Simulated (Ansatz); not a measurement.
# Property card for MgSnSe2

MgSnSe$_{2}$:
```
MgSnSe2
1.0
    4.01187     0.00000     0.00000
   -2.00594     3.47438     0.00000
    0.00000     0.00000     6.91639
Se Sn Mg
2 1 1
Direct
  0.66667   0.33333   0.71931
  0.33333   0.66667   0.28069
  0.00000   0.00000   0.00000
  0.00000   0.00000   0.50000
```

Space group P-3m1 (No. 164); conventional cell a = b = 4.012 Å, c = 6.916 Å, α = β = 90.00°, γ = 120.00°.

Method: r²SCAN+D4 (plane waves, PAW; program Ansatz). Structure relaxed to zero pressure with the same functional. Other levels are named where they apply.

Cell and energy:

```json
{
  "volume_per_atom": "24.10 Å³",
  "density": "5.18 g/cm³",
  "Formation energy from the elements (no fitted shifts)": "-0.86 eV/atom"
}
```

Electronic structure:

```json
{
 "band_gap": "0.42 eV (indirect)",
 "valence_band_maximum": "at A",
 "conduction_band_minimum": "at L (3 equivalent valleys)",
 "smallest_direct_gap_on_the_standard_path": "0.77 eV",
 "electron_effective_mass": "0.11, 0.82, 0.98 mₑ (principal values)",
 "Electron effective mass with spin–orbit coupling": "0.11, 0.82, 1.0 mₑ (principal values)",
 "hole_effective_mass": "0.11, 0.66, 0.66 mₑ (principal values)",
 "Hole effective mass with spin–orbit coupling": "0.11, 0.57, 0.57 mₑ (principal values)",
 "HSE06 gap on the r²SCAN+D4 cell": "0.59 eV",
 "Gap with spin–orbit coupling": "0.39 eV"
}
```

Charges:

```json
{
  "bader_charges": "Se -1.30, Sn +0.93, Mg +1.67 e"
}
```

The cell is a constructed one: a structure type filled with these elements; neither database checked (COD, Materials Project) lists it. Its standing as an ambient phase is unchecked. The r²SCAN+D4 relaxation kept the symmetry of its start; its stability against distortions is not shown here. The references are the lowest solids computed at this level, not always the standard phases. Scalar-relativistic: spin–orbit coupling is off unless named, which matters more the heavier the elements.

Potentials: the later of the program's two PAW sets.
